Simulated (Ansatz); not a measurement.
An Ansatz input:

```yaml
crystal:
  lattice:
    - [0.0, 2.0979620991, 2.0979620991]
    - [2.0979620991, 0.0, 2.0979620991]
    - [2.0979620991, 2.0979620991, 0.0]
  atoms:
    - { symbol: Ta, position: [0.0, 0.0, 0.0] }
hamiltonian:
  xc: lda
  pseudopotentials:
    kind: paw
    azcp:
      Ta: "pseudopotentials/Ta.paw.azcp"
basis:
  ecutwfc: 420
  fft_grid_basis: typed
kpoints:
  mp_grid: { grid: [15, 15, 15], shift: [0, 0, 0] }
magnetization:
  spin_polarized: false
scf:
  occupations: { method: fermi_dirac, width: 0.1 }
  lower_state_search: "off"
output:
  stress: true
```

and its output:

```
Warning: the record states the generating functional pbe (its physics header spells it `PBE`), which answers neither for hamiltonian.xc's functional nor for the lda family's — results may be inconsistent (PPs are generated against a specific XC)
Engine: ansatz 0.2.0, aarch64-unknown-linux-gnu
Pseudopotentials: kind: paw
Pseudopotential: Ta, paw, valence charge 13, recommended cutoff 420 eV (normal) 
Functional definition: SPW92
  exchange = slater_x
  correlation = pw_c
Crystal: 1 atoms, lattice volume = 18.468 Å³
Basis set: ecut = 420 eV, 339 PW (Γ)
Bands: 11, of which v1, the nominal top of the filled ones, is band 7 counted from 1 (6 counted from 0)
Symmetry: 48 space group operations
Space group: Fm-3m (ITA 225), of the structure as read, at distance tolerance 2.6e-5 Å
k-points: 120 of 3375
Non-local potential: Ta, projectors of the file, l = 0: 3, l = 1: 2, l = 2: 2, l = 3: 1
PAW form: soft (Blöchl's): semilocal exchange-correlation on the pseudo side does not see the compensation charge
PAW frozen core: Ta, regenerated for the run's functional, and the local potential with it (the file was generated under x = pbe(κ = 0.804, μ = 0.2195149727645171), c = pbe(β = 0.06672455060314922))
PAW one-centre angular grid: Ta, 590 points (default); XC on 64 Gauss nodes
Initial density: superposition of atomic densities (neutral atoms: chi_scale 0, normalization atom), corrected by the library's trained network
Initial wavefunctions: pseudopotential atomic-orbital guess
Functional: x = slater, c = lda
SCF iter   1: F=—  HF=-9682.321628 eV  |F-HF|=—  |Δ(HF+E_count)|=         —  Δρ=4.07e-3  dr2=2.02e-3  ethr=1.77e-3  ⟨swp⟩=5.1  Hψ=7447  notcnv=0
SCF iter   2: F=—  HF=-9682.321147 eV  |F-HF|=—  |Δ(HF+E_count)|=   4.81e-4  Δρ=1.82e-3  dr2=2.17e-4  ethr=1.55e-5  ⟨swp⟩=1.8  Hψ=2465  notcnv=0
SCF iter   3: F=—  HF=-9682.321199 eV  |F-HF|=—  |Δ(HF+E_count)|=   5.20e-5  Δρ=4.39e-4  dr2=9.58e-6  ethr=1.67e-6  ⟨swp⟩=1.3  Hψ=1351  notcnv=0
SCF iter   4: F=—  HF=-9682.321204 eV  |F-HF|=—  |Δ(HF+E_count)|=   5.30e-6  Δρ=1.89e-5  dr2=2.52e-8  ethr=7.37e-8  ⟨swp⟩=1.2  Hψ=1340  notcnv=0
iter 5 did not close the SCF: its close was put off for the readings that it lacked (scf_convergence_deferred on its scf_iter line)
SCF iter   5: F=-9682.321204 eV  HF=-9682.321204 eV  |F-HF|=9.77e-10  |Δ(HF+E_count)|=   1.77e-8  Δρ=2.47e-6  dr2=1.23e-9  ethr=1.93e-10  ⟨swp⟩=2.5  Hψ=1895  notcnv=0
SCF iter   6: F=-9682.321204 eV  HF=-9682.321204 eV  |F-HF|=7.28e-12  |Δ(HF+E_count)|=  5.68e-10  Δρ=3.40e-7  dr2=1.11e-11  ethr=9.49e-12  ⟨swp⟩=1.8  Hψ=4038  notcnv=0
SCF 1 converged in 6 iterations: F = -9682.321204 eV  dr2 = 1.11e-11
SCF converged after 6 iterations
Free energy (F): -9682.321204 eV
Harris-Foulkes:  -9682.321204 eV  (|F-HF|=7.28e-12)
Internal energy: -9682.278037 eV  (E = F + TS)
E sigma→0 (E₀):  -9682.299620 eV
Entropy (-TS):   -0.043167 eV (-43.167 meV/atom)
Fermi energy:    18.147657 eV
--- Per-component energies (eV) ---
  E_band       = -114.543606
  E_kinetic    = 365.563551
  E_local      = -568.126423  (includes V_loc(G=0)·N_el)
  E_nonlocal   = 20.094586
  E_hartree    = 194.593655
  E_xc         = -216.473779
  E_vxc        = -203.608047  (∫ρ·V_xc dr)
  E_paw        = -8148.631091  (= ΣΔE_a)
  E_vpaw       = -117.654761  (= ΣTr[D̂ρ^β])
  E_aug_tail   = 0.000142  (compensation charges beyond the density's cutoff)
  E_ewald      = -1329.557580
  E_core_change = 0.258903  (= ΣΔE_core)
  E_smearing   = -0.043167  (= −TS)
  E_closure    = 0.000000  (closes the sum)
  Σ components = -9682.321204   (vs F -9682.321204, Δ=0.00e0)
--- Stress (GPa, compression-positive) ---
       -7.573036       0.000000      -0.000000
        0.000000      -7.573036      -0.000000
       -0.000000      -0.000000      -7.573036
  P = ⅓ Tr σ = -7.5730 GPa (-75.730 kbar)
```

Command:

```sh
ansatz run input.yaml --threads 2 --pin off --max-ram 5120MiB --backend cpu --events-out ev --progress --plain --runs-dir out
```

On 2 threads of Arm Neoverse V2 (shared host) this took about 0.71 s of wall time and 1.2 s of CPU time.
